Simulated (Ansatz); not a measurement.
## Find the missing element

Cell vectors (Å):

```
0.0000 3.0663 3.0663
3.0663 0.0000 3.0663
3.0663 3.0663 0.0000
```

```json
{"atom": "X", "a": "0.0000", "b": "0.0000", "c": "0.0000"}
{"atom": "Sb", "a": "0.7500", "b": "0.7500", "c": "0.7500"}
```

Level of theory: r²SCAN, PAW on Ansatz 0.2.0's default frozen-core files (fitted under PBE), scalar-relativistic. k mesh 8×8×8, strains of ±0.008, fixed occupations.

Elastic constants of a crystal by Kohn-Sham DFT: slopes of the stress over finite engineering strains of the given cell, Voigt indices, Cartesian axes as in the cell vectors.

```tsv
index	elastic (GPa)
11	86.7
12	36.9
44	43.5
```

Problem. All X atoms are one element. Which one was computed?

Solution. Ga; the crystal is GaSb (F-43m).

Limits of these numbers: frozen-core PAW files fitted under PBE, their cores solved anew for the functional of the run; constants at zero field, no piezoelectric stiffening.
